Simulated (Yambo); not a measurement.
Optical response of Cu

```xyz
2
Lattice="2.5341 0.0000 0.0000 -1.2671 2.1946 0.0000 0.0000 0.0000 4.1126" Properties=species:S:1:pos:R:3 pbc="T T T"
Cu     0.0000     1.4631     1.0281
Cu     1.2671     0.7315     3.0844
```

Yambo, RPA with local fields on PBEsol bands; 18×18×10 mesh, 45 bands, 4 Ry local-field block, 0.25 eV broadening; field along x.

```
E (eV)  Im ε  Im ε, independent particles
------  ----  ---------------------------
0.6     1.27                         1.27
1.1     4.36                         4.37
1.6     12.0                         12.0
2.1     12.9                         13.0
2.6     8.46                         8.49
3.1     7.53                         7.55
3.6     5.29                         5.30
4.1     4.74                         4.75
4.6     3.95                         3.95
5.1     4.88                         4.88
5.6     4.29                         4.27
6.1     3.60                         3.57
6.6     3.14                         3.09
7.1     2.88                         2.86
7.6     3.24                         3.20
8.1     2.67                         2.67
8.6     2.58                         2.58
9.1     2.98                         2.99
9.6     2.97                         2.98
10.1    2.78                         2.78
10.6    2.69                         2.69
11.1    2.43                         2.42
11.6    2.31                         2.30
12.1    2.02                         2.01
12.6    1.78                         1.78
13.1    1.63                         1.61
13.6    1.41                         1.41
14.1    1.40                         1.41
14.6    1.35                         1.38
15.1    1.33                         1.36
15.6    1.33                         1.37
16.1    1.26                         1.30
16.6    1.23                         1.27
17.1    1.25                         1.30
17.6    1.24                         1.29
18.1    1.20                         1.25
18.6    1.13                         1.18
19.1    1.14                         1.19
19.6    1.08                         1.14
```

Only interband transitions are included: the Drude term is missing, so nothing below about 0.6 eV and no real part is shown. Structure narrower than a few tenths of an eV can come from the finite k mesh.

Geometry of the Materials Project entry, not relaxed at this level.

This is not the ordinary phase of the substance; no match was found in the copy of COD used, and its stability was not checked.
